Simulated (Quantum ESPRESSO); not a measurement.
# Moving one atom in Si6NAl

The results below are calculated, not measured. They come from pw.x of Quantum ESPRESSO 7.5, a plane-wave density functional program, with PseudoDojo standard norm-conserving files (v0.5 for PBE, v0.4.1 for LDA and PBEsol). The cells are made up: elements, strain and atom displacements were drawn at random, and nothing was relaxed. There is no spin polarisation, spin-orbit coupling or dispersion term.

The cell has 8 sites of a zincblende or diamond lattice. Sites 1 to 4 hold Si Si Si N; sites 5 to 8 hold Al Si Si Si. Cell vectors in Å: (5.659, -0.015, 0.029); (-0.015, 5.663, -0.093); (0.029, -0.093, 5.561). Settings: PBE, cutoff 1143 eV, 6 x 6 x 6 k mesh shifted by half a step, Fermi-Dirac smearing of 0.1 eV.

Each run shifts the Si atom on site 6 along y and leaves all else fixed. Site 1 is one of its nearest neighbours. E is the free energy of the cell above the lowest run shown.

| run | shift (Å) | Fy on site 6 (eV/Å) | Fy on site 1 (eV/Å) | P (GPa) | E (meV) |
| --- | --- | --- | --- | --- | --- |
| 1 | -0.0904 | 0.378 | -0.695 | -9.25 | 9.1 |
| 2 | -0.0427 | 0.003 | -0.579 | -9.21 | 0.0 |
| 3 | -0.0297 | -0.100 | -0.546 | -9.20 | 0.6 |
| 4 | -0.0107 | -0.252 | -0.495 | -9.17 | 4.0 |
| 5 | -0.0006 | -0.333 | -0.467 | -9.15 | 6.9 |
| 7 | 0.0942 | -1.098 | -0.187 | -8.93 | 74.7 |
| 6 | 0.0383 | ? | ? | ? | ? |

A rerun of one of these cells at 1437 eV and k mesh 8 x 8 x 8 moved values by no more than 0.003 eV in the cell's energy, 0.03 GPa in stress and 0.007 eV/Å in force.

## Worked fit

A parabola through the six runs shown gives Fy on site 6 = -0.337 - 7.99 u - 0.9 u² eV/Å, with u in Å and a scatter of 0.001 eV/Å. Minus the slope, 7.99 ± 0.04 eV/Å², is this atom's force constant along y at u = 0, with its periodic images moving too. The fitted force vanishes at u = -0.042 Å, where the energy should be lowest along this line. The error is the larger of the fit's own and the change that a cubic makes, rounded up.

## Withheld run

Question: what Fy on site 6 should run 6 give?

The fit gives -0.644 eV/Å. The calculation gave -0.646 eV/Å.

| run | shift (Å) | Fy on site 6 (eV/Å) | Fy on site 1 (eV/Å) | P (GPa) | E (meV) |
| --- | --- | --- | --- | --- | --- |
| 6 | 0.0383 | -0.646 | -0.357 | -9.08 | 26.0 |